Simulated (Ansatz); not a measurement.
## Zone-centre modes in SiGe

Method: Ansatz 0.2.0, DFT PBEsol, scalar-relativistic, plane waves, PAW. Cutoff 420 eV, Γ-centred 12×12×6 k-points, Gaussian smearing of 0.03 eV. No spin polarisation.

Reference structure (as given, not relaxed at this level, and it needn't be the usual structure):

```
Si Ge
1.0
     3.90445    0.00000    0.00000
    -1.95223    3.38135    0.00000
     0.00000    0.00000    6.45078
Si Ge
2 2
Direct
  0.66667 0.33333 0.87461
  0.33333 0.66667 0.37461
  0.66667 0.33333 0.50039
  0.33333 0.66667 0.00039
```

Harmonic modes by finite displacements of 0.02 Å, without the LO–TO term.

Problem. At this geometry, is the structure stable against these modes?

Solution. Yes: no mode is imaginary beyond 10 cm⁻¹, and only the three translations lie near zero.

Problem. List the wavenumbers in cm⁻¹.

Solution. 0, 0, 0, 68, 68, 229, 381, 392, 392, 402, 403, 403.

Cost: 1 run of about 3.5 core-minutes, on Intel Xeon Platinum 8259CL (Skylake/Cascade Lake) (shared hosts).